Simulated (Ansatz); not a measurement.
AlCuBr4:
```
AlCuBr4
1.0
    5.77285     0.00000     0.00000
    0.00000     5.77285     0.00000
    0.00000     0.00000    10.55700
Al Cu Br
2 2 8
Cartesian
  0.00000   2.88643   7.91775
  2.88643   0.00000   2.63925
  2.88643   2.88643   0.00000
  2.88643   2.88643   5.27850
  1.33896   4.25872   9.22812
  4.25872   4.43389   1.32888
  4.43389   1.51414   9.22812
  1.51414   1.33896   1.32888
  1.33896   1.51414   6.60738
  4.25872   1.33896   3.94962
  4.43389   4.25872   6.60738
  1.51414   4.43389   3.94962
```

Relaxed with r²SCAN. r²SCAN in the plane-wave PAW code Ansatz gives a gap of 2.69 eV.

Task: What gap does HSE06 give on the same cell (Ansatz, PAW)?

Result: 3.95 eV, 1.26 eV more. The hybrid was solved on a coarser mesh and at special points; the gap given is the minimum over both.

Cost on shared cores: the r²SCAN run (SCF on a 5×5×3 mesh, then bands and DOS) about 17 core-minutes (a rough figure), the HSE06 run (SCF on 3×3×2, then a few points) about 7 core-minutes (a rough figure); the tasks are unlike.

Space group P-42c. The workflow started from a Materials Project entry (that database holds measured and hypothetical structures alike); the Crystallography Open Database files this formula in space group No. 112, but the cells were not matched. Whether it is the stable phase at ambient conditions was not checked. Symmetry was held in the r²SCAN relaxation; whether a distortion lowers the energy is not shown. No spin polarisation was allowed. Scalar-relativistic: spin–orbit coupling is off unless named, which matters more the heavier the elements.

Potentials: the later of the program's two PAW sets.
